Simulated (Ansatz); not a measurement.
Ga:
```cif
data_Ga8
_chemical_formula_sum 'Ga8'
_space_group_name_H-M_alt 'Cmce'
_space_group_IT_number 64
_space_group_name_Hall '-C 2ac 2'
_cell_length_a 4.47205
_cell_length_b 7.59522
_cell_length_c 4.52519
_cell_angle_alpha 90.000
_cell_angle_beta 90.000
_cell_angle_gamma 90.000
loop_
_atom_site_label
_atom_site_type_symbol
_atom_site_symmetry_multiplicity
_atom_site_Wyckoff_symbol
_atom_site_fract_x
_atom_site_fract_y
_atom_site_fract_z
_atom_site_occupancy
Ga1 Ga 8 f 0.00000 0.34398 0.41536 1
```
(The calculation used a cell of 4 atoms; values per cell refer to that cell.)

Relaxed at zero pressure with r²SCAN (plane waves, PAW; program Ansatz).

Problem. The volume is raised by 9 % and shape and atoms relax at that volume. What pressure results, and how do the axes share the change?

Solution. -4.4 GPa; a 3.3 %, b 2.6 %, c 2.8 %; the energy rises by 26 meV/atom.

Problem. Give the new structure.

Solution. 
Space group Cmce (No. 64); a = 4.622 Å, b = 7.794 Å, c = 4.651 Å, α = β = γ = 90.00°

```csv
atom,site,symmetry,x,y,z
Ga,8f,m..,0.0000,0.3432,0.4158
```

The phase is kept; no other phase was compared at this pressure.

Symmetry was held in the r²SCAN relaxation; of distortions, only those at the zone centre were tested. Axis ratios of metals converge slowly with the k-mesh, so a and c are less sure than the volume.

Potentials: the later of the program's two PAW sets.
